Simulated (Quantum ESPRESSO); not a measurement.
Space group C2/m (No. 12); a = 9.7673 Å, b = 3.5353 Å, c = 7.0555 Å, α = γ = 90.00°, β = 106.12°

```tsv
atom	site	symmetry	x	y	z
O	4i	m	0.2131	0.5000	0.0826
O	4i	m	0.0762	0.0000	0.2596
O	4i	m	0.3669	0.0000	0.3769
Mg	2c	2/m	0.5000	0.5000	0.5000
V	4i	m	0.2213	0.0000	0.1766
```
(The calculation used a cell of 9 atoms; values per cell refer to that cell.)

The geometry is that of Materials Project entry mp-504510, symmetrised and not relaxed again.

Task: What does PBEsol (pw.x of Quantum ESPRESSO, ONCV potentials, scalar-relativistic) give for the electronic structure near the Fermi level?

Result: The PBEsol gap is indirect, 2.54 eV, from Z to M; the smallest direct gap is 2.61 eV. Another conduction extremum on the path lies within 0.02 eV, too close to call. The 3d shell has no Hubbard U; the runs are without spin polarisation, and magnetic order was not tried.
